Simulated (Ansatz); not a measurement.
CuSn (NiAs type, P6_3/mmc) at seven volumes, LDA in the plane-wave PAW code Ansatz, shape and atoms relaxed at each. One row is withheld.

| V (Å³/atom) | P (GPa) |
|---|---|
| 16.092 | 12.20 |
| 16.623 | ? |
| 17.153 | 3.31 |
| 17.684 | 0.00 |
| 18.214 | -2.74 |
| 18.745 | -5.04 |
| 19.275 | -6.96 |

Problem. Fit the shown pressures and predict the withheld one.

Solution. Third-order Birch–Murnaghan: P = (3/2)B₀(x^(7/2) − x^(5/2))[1 + (3/4)(B′ − 4)(x − 1)] with x = (V₀/V)^(2/3). Least squares on the six rows gives V₀ = 17.684 Å³/atom, B₀ = 101.0 GPa, B′ = 5.23. At V = 16.623, x = 1.0421 and P = 7.35 GPa. The run itself gave 7.34 GPa.

The workflow started from a Materials Project entry (that database holds measured and hypothetical structures alike); the Crystallography Open Database files this formula in space group No. 194, but the cells were not matched. Its standing as an ambient phase is unchecked. The cell was relaxed with LDA under the symmetry of its start; its stability against distortions is not shown here. No spin polarisation was allowed. Scalar-relativistic: spin–orbit coupling is off unless named, which matters more the heavier the elements.

Potentials: the later of the program's two PAW sets.
